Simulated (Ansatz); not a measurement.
All numbers below come from Ansatz, DFT PBE, scalar-relativistic, plane waves, PAW. Cutoff 420 eV, Γ-centred meshes of about 0.25 Å⁻¹ or finer for metals and 0.3 Å⁻¹ for insulators (2π included), Gaussian smearing. These runs have no spin polarisation.

This relaxed Sc₇As cell comes from a structure search over trial cells.

```yaml
crystal:
  lattice:
    - [7.22288, 0.00000, 0.00000]
    - [0.00000, 7.22288, 0.00000]
    - [0.00000, 0.00000, 3.54805]
  atoms:
    - { symbol: Sc, position: [0.77688, 0.77688, 0.50000] }
    - { symbol: Sc, position: [0.22312, 0.22312, 0.50000] }
    - { symbol: Sc, position: [0.22312, 0.77688, 0.50000] }
    - { symbol: Sc, position: [0.77688, 0.22312, 0.50000] }
    - { symbol: Sc, position: [0.50000, 0.00000, 0.00000] }
    - { symbol: Sc, position: [0.00000, 0.50000, 0.00000] }
    - { symbol: Sc, position: [0.50000, 0.50000, 0.00000] }
    - { symbol: As, position: [0.00000, 0.00000, 0.00000] }
```

Wave vectors count in units of this cell's reciprocal vectors.

Question: Is it a true minimum?

Answer: No. The phonons on a 1×1×2 q mesh of the computed 8-atom cell go imaginary, to 100i cm⁻¹ at q = (0.00, 0.00, -0.50). (Phonon run: 4×4×10 k mesh, Gaussian smearing of 0.10 eV.) With atoms moved at random and symmetry off, it falls by 16 meV/atom into Amm2 (No. 38). Conventional cell: a = 3.508 Å, b = 9.721 Å, c = 10.828 Å. Sc on a site of symmetry mm2 is surrounded by 2 As at 2.93 Å, 4 Sc at 3.04 Å, 2 Sc at 3.23 Å, 4 Sc at 3.51–3.53 Å and 2 Sc at 3.86 Å; Sc on a second site of symmetry mm2 is surrounded by 8 Sc at 3.02–3.20 Å, 2 Sc at 3.51 Å and 2 As at 3.56 Å; Sc on a site of symmetry m has 2 As at 2.86 Å, 3 Sc at 3.02–3.11 Å, 7 Sc at 3.33–3.53 Å and 1 Sc at 3.86 Å; around As lie 8 Sc at 2.86–2.93 Å, 2 As at 3.51 Å and 2 Sc at 3.56 Å; 2 more sites not described.

```xyz
8
Lattice="3.5081 0.0000 0.0000 0.0000 4.8607 5.4142 0.0000 -4.8607 5.4142" Properties=species:S:1:pos:R:3 pbc="T T T"
Sc    1.7540    0.0000    7.8532
Sc    1.7540    0.0000    2.4665
Sc    1.7540   -2.7812    5.6861
Sc    1.7540    2.7812    5.6861
Sc    0.0000    2.4752    3.1393
Sc    0.0000   -2.4752    3.1393
Sc    0.0000    0.0000    5.1414
As    0.0000    0.0000   10.2021
```

The cell is a metal run without spin; a magnetic state may lie lower. Phonons of metals hang on the k mesh and the smearing.
